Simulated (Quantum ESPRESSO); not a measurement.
```cif
data_HSeY
_chemical_formula_sum 'H1 Se1 Y1'
_space_group_name_H-M_alt 'P-6m2'
_space_group_IT_number 187
_space_group_name_Hall 'P -6 2'
_cell_length_a 3.79456
_cell_length_b 3.79456
_cell_length_c 3.85157
_cell_angle_alpha 90.000
_cell_angle_beta 90.000
_cell_angle_gamma 120.000
loop_
_atom_site_label
_atom_site_type_symbol
_atom_site_symmetry_multiplicity
_atom_site_Wyckoff_symbol
_atom_site_fract_x
_atom_site_fract_y
_atom_site_fract_z
_atom_site_occupancy
H1 H 1 a 0.00000 0.00000 0.00000 1
Se1 Se 1 d 0.33333 0.66667 0.50000 1
Y1 Y 1 e 0.66667 0.33333 0.00000 1
```

Cell and atoms were relaxed with PBEsol from Materials Project entry mp-28797, within its symmetry.

What does PBEsol (pw.x of Quantum ESPRESSO, ONCV potentials, with spin-orbit coupling) give for the electronic structure near the Fermi level?

The PBEsol gap is indirect, 1.35 eV, from A to Γ; the smallest direct gap is 1.72 eV. 

The structure is a Materials Project entry; no match was found in the copy of COD used, and its stability was not checked.
